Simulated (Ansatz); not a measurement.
In plane-wave PAW PBEsol (Ansatz code), HfC in the hexagonal phase (P-6m2; Hf on 1a, C on 1d) relaxes to a = 3.201 Å, c = 2.888 Å. Hf has 6 nearest neighbours from 2.35 Å (trigonal prismatic); C has 6 nearest neighbours from 2.35 Å (trigonal prismatic). Against the elements it lies at -0.21 eV/atom, with no fitted shifts.

Electronic character: metallic (no gap). Gap from PBEsol with spin–orbit coupling: none (metallic).

The bulk modulus is 210 GPa. The relaxed-ion elastic constants in GPa are C11 = 372, C12 = 114, C13 = 107, C33 = 533, C44 = -60.4. The highest mode at Γ lies at 370 cm⁻¹.

The start of the workflow was typed in or built on a structure type; neither database checked (COD, Materials Project) lists it. It is not the phase usual at ambient conditions (space group No. 225). The PBEsol relaxation kept the symmetry of its start. At this level the phase is mechanically unstable. No spin polarisation was allowed. As this level gives no gap, shear constants depend on the k-mesh and smearing (Fermi–Dirac, 0.1 eV here). As this level gives no gap, phonon frequencies hold no LO–TO term and depend on the k-mesh and smearing (Fermi–Dirac, 0.1 eV here). The references are the lowest solids computed at this level, not always the standard phases. Scalar-relativistic: spin–orbit coupling is off unless named, which matters more the heavier the elements.

Potentials: the later of the program's two PAW sets.
